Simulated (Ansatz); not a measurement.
Zr (hcp, Mg type)

```
CELL_PARAMETERS angstrom
      3.23126     0.00000     0.00000
     -1.61563     2.79835     0.00000
      0.00000     0.00000     5.17316
ATOMIC_POSITIONS crystal
  Zr 0.33333 0.66667 0.75000
  Zr 0.66667 0.33333 0.25000
```

The slice is a (-1 1 0 2) plane (indices of the conventional cell) through the point (0.667, 0.333, 0.250) (fractional), spanned by u = [110] and v = [1 -1 1] in vectors of this cell: u (3.23 Å) and v (7.62 Å, at 90° to u). It covers one period; positions are fractions (u, v).

All values below come from PBE (plane waves to 420 eV, PAW, scalar-relativistic; Ansatz, a first-principles code). k mesh 17×17×9. Near the nuclei the fields are pseudised (PAW); where an atom keeps semicore shells as valence, they peak there. Zr is run without spin polarisation. Zr was relaxed with its symmetry unable to fall.

Problem. Sketch the valence electron density on this plane as a map.

Solution. 
```
v \ u  0.00  0.10  0.20  0.30  0.40  0.50  0.60  0.70  0.80  0.90
-----  ----  ----  ----  ----  ----  ----  ----  ----  ----  ----
0.88   -0.2  -0.3  -0.5  -0.8  -0.8  -0.9  -0.8  -0.8  -0.5  -0.3
0.75   -0.7  -0.7  -0.8  -0.8  -0.9  -0.9  -0.9  -0.8  -0.8  -0.7
0.62    0.4   0.2  -0.1  -0.6  -0.7  -0.8  -0.7  -0.6  -0.1   0.2
0.50   -0.1  -0.2  -0.5  -0.7  -0.7  -0.7  -0.7  -0.7  -0.5  -0.2
0.38   -0.9  -0.9  -0.8  -0.8  -0.7  -0.7  -0.7  -0.8  -0.8  -0.9
0.25   -0.9  -0.9  -0.8  -0.8  -0.7  -0.7  -0.7  -0.8  -0.8  -0.9
0.12   -0.2  -0.3  -0.5  -0.7  -0.7  -0.7  -0.7  -0.7  -0.5  -0.3
0.00    0.4   0.6   0.4  -0.2  -0.7  -0.8  -0.7  -0.2   0.4   0.6
```

Values: log₁₀ of the valence density in e/Å³. The scale is logarithmic, as a density can span decades between atoms and voids.
